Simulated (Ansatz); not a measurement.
The relaxed structure here is a generated cell of BiB: the first start was made by placing the elements on the sites of a structure type, and the end was not matched to a known phase here, so it may be hypothetical.

The start is a generated cell, BiB placed in the beta-GaS structure type. The structure is fully relaxed (lattice and positions, P = 0) with r2SCAN (plane waves to 500 eV, PAW, scalar-relativistic; Ansatz, a quantum-chemistry and plane-wave program). The first steps use a coarse 8×8×2 k-mesh.

Input geometry:
```yaml
crystal:
  lattice:
    - [3.57176, 0.00000, 0.00000]
    - [-1.78588, 3.09323, 0.00000]
    - [0.00000, 0.00000, 15.42618]
  atoms:
    - { symbol: B, position: [0.33333, 0.66667, 0.17100] }
    - { symbol: B, position: [0.66667, 0.33333, 0.67100] }
    - { symbol: B, position: [0.66667, 0.33333, 0.82900] }
    - { symbol: B, position: [0.33333, 0.66667, 0.32900] }
    - { symbol: Bi, position: [0.33333, 0.66667, 0.60160] }
    - { symbol: Bi, position: [0.66667, 0.33333, 0.10160] }
    - { symbol: Bi, position: [0.66667, 0.33333, 0.39840] }
    - { symbol: Bi, position: [0.33333, 0.66667, 0.89840] }
```

* **Initial pressure**: +4 GPa (positive: the cell is compressed)
* **Largest initial force**: about 1.9 eV/Å, on B1, B2, B3, B4 (atoms numbered as listed)
* **Outcome**: The space group stays P6₃/mmc (No. 194) (the run could not lower it), with 8 atoms in the primitive cell
* **Energy released**: 0.57 to 0.58 eV/atom (the two k-meshes of the run give this range)
* **Volume change**: -1.9 %, from 21.30 to 20.90 Å³/atom
* **Shortest distances (start → end)**: The closest pairs of elements (up to four, under 3.6 Å), start → end: B–B 2.44 → 1.61 Å; B–Bi 2.32 → 2.43 Å; Bi–Bi 3.57 → 3.72 Å
* **Band gap at the end**: no gap (metallic)
* **Optimiser moves**: 10

It ends as:

Space group P6₃/mmc (No. 194); a = 3.7709 Å, b = 3.7709 Å, c = 13.5791 Å, α = 90.00°, β = 90.00°, γ = 120.00°

```
atom  site  symmetry       x       y       z
----  ----  --------  ------  ------  ------
B       4f       3m.  0.3333  0.6667  0.1907
Bi      4f       3m.  0.6667  0.3333  0.1109
```

Final values are on a 14×14×4 k-mesh of the relaxed cell. No spin polarisation in the result.

The run could not lower the symmetry of its start; a shaken copy of this end point relaxes with r2SCAN to P6₃/mmc (No. 194), 0.05 eV/atom lower.
